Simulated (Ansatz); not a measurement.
Crystals of one structure type (wurtzite) and one family of elements, relaxed and computed with plane-wave PAW HSE06 (Ansatz code).

```
crystal  V (Å³/atom)  gap (eV)
-------  -----------  --------
AlN            10.37      5.62
BiB            20.19      0.65
GaAs           22.94         ?
InAs           28.48      0.40
GaSb           28.91      0.70
InSb           35.09      0.31
```

Question: Fit a straight line to E_g against V and predict the withheld value.

Answer: Least squares on the 5 shown rows: E_g = -0.205 × V + (6.581), with a scatter of 1.05. For GaAs this gives 1.88. The run itself gave 1.29, a miss of 0.59.

Constructed cells (a structure type filled with these elements, in neither database checked): BiB, wurtzite; InSb, wurtzite. Built on a structure type that need not be the filed one of that space group: GaAs, wurtzite; InAs, wurtzite; GaSb, wurtzite. Not the usual ambient phase: GaAs, wurtzite; InAs, wurtzite; GaSb, wurtzite; InSb, wurtzite. All cells were relaxed under the symmetry of their starts (and spin orders); stability against distortions was not tested throughout. Spin–orbit coupling is left out wherever it is not named.

Potentials: the later of the program's two PAW sets.
